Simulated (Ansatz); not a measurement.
Al₂Cu in space group P4/mmm (No. 123; Al on 2e, Cu on 1a), LDA (plane waves, PAW; program Ansatz), all energies at zero smearing, with the estimated change up to a 700 eV cutoff added, with one set of potentials and settings (totals compare only within such a set). Cell of 3 atoms (2 Al, 1 Cu): -7581.631 eV.

```tsv
element	reference phase	E (eV/atom)
Al	Fm-3m, 1 atoms in the cell	-512.8755
Cu	Fm-3m, 1 atoms in the cell	-6555.7242
```

Formation energy per atom, worked out: (-7581.631 − 2×(-512.8755) − 1×(-6555.7242))/3 = -0.052 eV/atom (-5 kJ per mol of atoms), at 0 K, without zero-point energy or fitted corrections.

The workflow started from a Materials Project entry (that database holds measured and hypothetical structures alike); the Crystallography Open Database copy checked does not list it. It is not the phase usual at ambient conditions (space group No. 140). The LDA relaxation kept the symmetry of its start; its stability against distortions is not shown here. No spin polarisation was allowed. The references are the lowest solids computed at this level, not always the standard phases.

Potentials: the later of the program's two PAW sets.
